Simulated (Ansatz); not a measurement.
Given:

Co₃CuB:
```
Co3CuB
1.0
    3.78094     0.00000     0.00000
    0.00000     3.78094     0.00000
    0.00000     0.00000     3.78094
Co Cu B
3 1 1
Direct
  0.50000   0.50000   0.00000
  0.00000   0.50000   0.50000
  0.50000   0.00000   0.50000
  0.00000   0.00000   0.00000
  0.50000   0.50000   0.50000
```
The run is spin-polarised.

This is the r²SCAN-relaxed structure.

Q: All from r²SCAN (plane waves, PAW; program Ansatz), unless another level is named. Predict the magnetic order.

A: ferromagnetic.

Q: Predict the Bader charges.

A: Co +0.18, Cu +0.01, B -0.55 e.

Space group Pm-3m (anti-perovskite). The start of the workflow was typed in or built on a structure type; neither database checked (COD, Materials Project) lists it. Whether it is the stable phase at ambient conditions was not checked. Symmetry was held in the r²SCAN relaxation; its stability against distortions is not shown here. The final state is ferromagnetic, chosen from 4 collinear starts compared on coarse meshes (ties went to the first, and starts can fall back to one state), not a proven ground state. Its formation energy is positive at this level, so the cell may be metastable or incomplete. Other orbital occupations within this spin state were not tried.

Potentials: the earlier of the program's two PAW sets. The files were generated under PBE; for other functionals the program regenerates the frozen cores, and for LDA and PBEsol the local potential too.
